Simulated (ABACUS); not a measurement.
Input and output of a self-consistent single point for Ag (P6_3/mmc, 4 atoms in the cell; from Materials Project mp-8566) (ABACUS).

Method: LDA (PW92), numerical atomic orbitals DZ (confined pseudo-atomic orbitals with Gaussian additions; energy shift 0.01 Ry), PseudoDojo 0.4 standard norm-conserving LDA (tails mended) pseudopotentials (ABACUS).

```yaml
crystal:
  lattice:
    - [2.91113, 0.00000, 0.00000]
    - [-1.45556, 2.52111, 0.00000]
    - [0.00000, 0.00000, 9.46371]
  atoms:
    - { symbol: Ag, position: [0.00000, 0.00000, 0.00000] }
    - { symbol: Ag, position: [0.00000, 0.00000, 0.50000] }
    - { symbol: Ag, position: [0.33333, 0.66667, 0.25000] }
    - { symbol: Ag, position: [0.66667, 0.33333, 0.75000] }
```

Reference input (self-consistent single point, DFT, LDA (PW92), numerical atomic orbitals DZP (confined pseudo-atomic orbitals with Gaussian additions; energy shift 0.01 Ry), PseudoDojo 0.4 standard norm-conserving LDA (tails mended) pseudopotentials): basis = DZP numerical atomic orbitals, energy shift 0.01 Ry; KPT = Gamma 10 10 3 0 0 0; basis_type = lcao; dft_functional = PWLDA; ecutwfc = 100 Ry; smearing_method = mv; smearing_sigma = 0.00734986 Ry; potentials = PseudoDojo 0.4 standard norm-conserving LDA (tails mended); symmetry = 1; symmetry_prec = 1e-05; ks_solver = genelpa; scf_nmax = 100. This run's input differs from it in these lines:

```diff
@@ -26,3 +26,3 @@
 NUMERICAL_ORBITAL
-Ag_lda_7.4au_3s2p2d1f.orb
+Ag_lda_7.4au_3s1p2d.orb
```

Output (repeated stretches shortened):

```
 SELF-CONSISTENT
 -------------------------------------------

                  longest orb rcut (Bohr) = 7.4
   longest nonlocal projector rcut (Bohr) = 1.66
                     search radius (Bohr) = 18.1

                          real space grid = [ 36, 36, 120 ]
                                 init_chg = atomic

 LCAO ALGORITHM --------------- ION=   1  ELEC=   1--------------------------------

 Density error is 0.0336041527838
 E_KohnSham     -1239.6911750351     -16866.8637407929
 E_Fermi        1.2762778365         17.3646508079

 LCAO ALGORITHM --------------- ION=   1  ELEC=   2--------------------------------

   [... lines left out ...]

   [... 5 blocks of this kind left out ...]

 LCAO ALGORITHM --------------- ION=   1  ELEC=   8--------------------------------

 Density error is 2.87970093392e-07
 E_KohnSham     -1239.7111943535     -16867.1361175925
 E_Fermi        1.2446519837         16.9343590053

 LCAO ALGORITHM --------------- ION=   1  ELEC=   9--------------------------------

 Density error is 1.24255296764e-08
 E_KohnSham     -1239.7111943535     -16867.1361175931
 E_KS(sigma->0) -1239.7112246809     -16867.1365302186
 E_entropy(-TS) 0.0000606548         0.0008252509
 E_Fermi        1.2446522130         16.9343621254
 charge density convergence is achieved
 final etot is -16867.136118 eV
 EFERMI = 16.934362125 eV

 STATE ENERGY(eV) AND OCCUPATIONS    NSPIN == 1
   [... 45 lines left out ...]

 TOTAL-FORCE (eV/Angstrom)
                       Ag1         0.0000000000         0.0000000000         0.0000000000
                       Ag2         0.0000000000         0.0000000000         0.0000000000
                       Ag3         0.0000000000         0.0000000000         0.0000000000
                       Ag4         0.0000000000         0.0000000000         0.0000000000

 TOTAL-STRESS (KBAR)
       -66.5463887621         0.0000000000         0.0000000000
        -0.0000000000       -66.5463641479        -0.0000000000
        -0.0000000000        -0.0000000000       -78.7389360229
 TOTAL-PRESSURE: -70.610563 KBAR

 --------------------------------------------
 !FINAL_ETOT_IS -16867.1361175931160687 eV
 --------------------------------------------
```

The run converged in 9 iterations. Against the reference run the free energy rises by 440 meV/atom and the pressure goes from -7.62 to -7.06 GPa.

The atom-centred basis is finite, which shifts total energies and pressures against plane waves. This run is one point of a test of settings, so its values need not be converged; read them against the reference run alone. The structure comes from a collection of computed structures, made at another level of theory; the collection holds predicted forms beside known ones. No clean gap shows at this smearing width and mesh (spacing up to 0.25 Å⁻¹); the mesh is coarse for partly filled bands, so the values carry mesh errors.

Cost on one core: roughly 30 core-seconds.

The atomic orbitals were generated for these runs; they are not ABACUS's published sets and were checked against plane waves on a few crystals only.

“Tails mended”: in these copies of the files the far tail of each local potential was reset to the Coulomb form.
